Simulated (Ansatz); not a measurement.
**BAs**

```
B As
1.0
     0.00000    2.40466    2.40466
     2.40466    0.00000    2.40466
     2.40466    2.40466    0.00000
B As
1 1
Direct
  0.00000 0.00000 0.00000
  0.25000 0.25000 0.25000
```

Atoms are numbered in the order listed.

The structure comes from a relaxation in the same program, started in the zincblende type, and has space group F-43m. Whether it is a known phase or the ground state wasn't checked.

All numbers are computed: DFT, PBE, all-electron LAPW, scalar-relativistic (Ansatz 0.2.0); DFT, PBE, PAW with Ansatz's default frozen-core files, scalar-relativistic (Ansatz 0.2.0).

For LAPW: a Γ-centred 15×15×15 k mesh, Fermi–Dirac smearing of 0.08 eV, basis error target 0.25 meV/atom, no spin polarisation. PAW takes a cutoff of 420 eV at this cell. The Ansatz runs share mesh, smearing and spin set-up. Values come from LAPW unless marked.

```yaml
Band_gap: 1.21 eV
Volume_per_atom: 13.90 Å³
Pressure_at_this_cell: -0.4 kbar
```

Problem. Give the computed value. Smallest direct gap on the path.

Solution. 3.26 eV.

Problem. Predict this quantity. Löwdin charges (with 0.04 e of the cell spilling out of the atomic basis, so their sizes and signs hang on that basis).

Solution. B1 -0.59, As2 0.63 e.

Problem. Bader charges (from the PAW run): what does the calculation give?

Solution. B1 +0.12, As2 -0.12 e.
